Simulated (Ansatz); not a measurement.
# Computed properties of InHg

InHg:
```
CELL_PARAMETERS angstrom
      1.79853     1.03838     4.37398
     -1.79853     1.03838     4.37398
      0.00000    -2.07677     4.37398
ATOMIC_POSITIONS crystal
  In 0.50000 0.50000 0.50000
  Hg 0.00000 0.00000 0.00000
```

Space group R-3m (No. 166); conventional cell a = b = 3.597 Å, c = 13.122 Å, α = β = 90.00°, γ = 120.00°.

Method: PBEsol (plane waves, PAW; program Ansatz). Structure relaxed to zero pressure with the same functional. Other levels are named where they apply.

### Cell and energy

Volume per atom: 24.51 Å³
Density: 10.69 g/cm³
Formation energy from the elements (no fitted shifts): -0.036 eV/atom

### Electronic structure

* **Electronic character**: metallic (no gap)
* **Density of states at the Fermi level**: 0.40 states/eV per atom (mean over ±0.08 eV)
* **Gap with spin–orbit coupling**: none (metallic)

### Mechanics

Bulk modulus (Birch–Murnaghan fit): 417 kbar
Pressure derivative B′: 6.1

### Charges

- Bader charges: In +0.40, Hg -0.40 e

The workflow started from an entry of the Crystallography Open Database (COD). Its standing as an ambient phase is unchecked. The cell was relaxed with PBEsol under the symmetry of its start; whether a distortion lowers the energy is not shown. Axis ratios of metals converge slowly with the k-mesh, so a and c are less sure than the volume. The references are the lowest solids computed at this level, not always the standard phases. Scalar-relativistic: spin–orbit coupling is off unless named, which matters more the heavier the elements.

Potentials: the later of the program's two PAW sets.
